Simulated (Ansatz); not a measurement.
Relaxed GaAs (zinc blende):

```
CELL_PARAMETERS angstrom
      0.00000     5.66556     5.66556
      2.83278     0.00000     2.83278
      2.83278     2.83278     0.00000
ATOMIC_POSITIONS crystal
  As 0.37500 0.75000 0.75000
  As 0.87500 0.75000 0.75000
  Ga 0.00000 0.00000 0.00000
  Ga 0.50000 0.00000 0.00000
```

A phonon eigenvector at L = (0.5, 0.0, 0.0) is frozen into this cell: atom i moves by Q times the vector below, so Q is the largest atomic displacement, in Å. The cell is held. (q is in reciprocal vectors of the primitive cell; the cell shown is doubled to hold the pattern.)

| atom | x | y | z |
|---|---|---|---|
| As1 | -0.553 | 0.553 | 0.553 |
| As2 | 0.553 | -0.553 | -0.553 |
| Ga3 | 0.577 | -0.577 | -0.577 |
| Ga4 | -0.577 | 0.577 | 0.577 |

All values below come from r2SCAN (plane waves to 500 eV, PAW, scalar-relativistic; Ansatz, a quantum-chemistry and plane-wave program). k mesh 5×10×10 (Γ-centred), Fermi-Dirac smearing 0.05 eV. GaAs was relaxed with its symmetry unable to fall. The PAW data are Ansatz's earlier set.

At one point of the scan the forces (eV/Å) are:

| atom | Fx | Fy | Fz |
|---|---|---|---|
| As1 | 1.037 | -1.037 | -1.037 |
| As2 | -4.791 | 4.791 | 4.791 |
| Ga3 | -0.958 | 0.958 | 0.958 |
| Ga4 | 4.711 | -4.711 | -4.711 |

Task: Which point is it?
(A) Q = 0.047 Å
(B) Q = 0.280 Å
(C) Q = 0.093 Å
(D) Q = 0.233 Å

Result: D, Q = 0.233 Å

(For displaced atoms, the force is minus the slope of the energy, and its curvature is a force constant, which sets phonon frequencies.)
